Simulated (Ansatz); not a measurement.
Start of a relaxation of Mo₂Ru₃:

```cif
data_structure
_symmetry_space_group_name_H-M 'P 1'
_symmetry_Int_Tables_number 1
_cell_length_a 2.8146
_cell_length_b 2.8146
_cell_length_c 22.1821
_cell_angle_alpha 90.000
_cell_angle_beta 90.000
_cell_angle_gamma 120.000
_cell_volume 152.18
loop_
_atom_site_label
_atom_site_type_symbol
_atom_site_fract_x
_atom_site_fract_y
_atom_site_fract_z
_atom_site_occupancy
Mo1 Mo 0.33333 0.66667 0.95000 1
Mo2 Mo 0.33333 0.66667 0.35000 1
Mo3 Mo 0.66667 0.33333 0.05000 1
Mo4 Mo 0.66667 0.33333 0.65000 1
Ru1 Ru 0.33333 0.66667 0.75000 1
Ru2 Ru 0.33333 0.66667 0.15000 1
Ru3 Ru 0.33333 0.66667 0.55000 1
Ru4 Ru 0.66667 0.33333 0.85000 1
Ru5 Ru 0.66667 0.33333 0.25000 1
Ru6 Ru 0.66667 0.33333 0.45000 1
```

Computed with DFT PBE, scalar-relativistic, plane waves, PAW in Ansatz 0.2.0. Cutoff 420 eV, Gaussian smearing, Γ-centred meshes. Cell and atoms relax first on a coarse mesh and then on a finer one. In between, the cell is made exact in the group found at 0.06 Å. In metals the finer mesh still leaves noise of several meV/atom or more. The steps can't lower the symmetry of their start. No spin polarisation in the relaxation; trial moments died out in a coarse test.

A guess keeps its type if space group and coordination stay and the shape of the cell changes little (axis ratios within about 15 %, angles within 6°); the volume may change.

**Question.** Does it keep its structure type, or change into something else?

**Answer.** It keeps its type. The symmetry stays P-3m1 (No. 164). The volume per atom shrinks by 4.0 %, from 15.2 to 14.6 Å³. The shortest distance goes from 2.75 Å (Mo–Ru, Mo–Mo and Ru–Ru) to 2.68 Å (Ru–Ru). The ratio c/a of the conventional cell changes by a factor of 1.02. Counting neighbours within 15 % of an atom's shortest distance, the start has Mo 12, Ru 12 and the end Mo 12, Ru 12.

Formation energies are uncorrected and refer to the elements' standard structures at the same level.

**Question.** At what energy does it end?

**Answer.** +0.08 eV/atom. The separate elements lie lower, so it is unstable against them.

The last run used an 18×18×2 mesh (in the run's order of axes) for its 10-atom cell and Gaussian smearing of 0.10 eV. A structure relaxed within its symmetry needn't be a true minimum.
